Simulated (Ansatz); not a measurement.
A geometry of WSe₂ away from equilibrium: the start of the relaxation of a generated cell, WSe2 built in the 2H-MoS2 structure type. These are PBE (plane waves to 420 eV, PAW, scalar-relativistic; Ansatz, a first-principles code) values and carry that method's errors. Γ-centred k-mesh 8×8×2 on the run's cell (coarser than for final values), Fermi–Dirac smearing 0.05 eV.

```xyz
6
Lattice="3.3594 0.0000 0.0000 -1.6797 2.9094 0.0000 0.0000 0.0000 13.0669" Properties=species:S:1:pos:R:3 pbc="T T T"
W      0.0000     1.9396     3.2667
W      1.6797     0.9698     9.8002
Se     0.0000     1.9396     8.1995
Se     1.6797     0.9698     1.6660
Se     1.6797     0.9698     4.8674
Se     0.0000     1.9396    11.4008
```

Task: What forces act on the atoms (eV/Å)?

Result: 
```csv
atom,Fx,Fy,Fz
W1,0.00,0.00,0.00
W2,0.00,0.00,0.00
Se3,0.00,0.00,-1.09
Se4,0.00,0.00,-1.09
Se5,0.00,0.00,1.09
Se6,0.00,0.00,1.09
```

Task: What is the pressure?

Result: +4.3 GPa, compression positive.

Task: How far above the relaxed end point is this geometry?

Result: 0.04 eV/atom; the path ends in P6₃/mmc (No. 194) (AFLOW prototype AB2_hP6_194_c_f (C7, as in MoS2)).

No spin polarisation in the result. No dispersion correction is included, so spacings between layers, chains or molecules are soft and tend to come out too large.

The run could not lose the symmetry of its start.
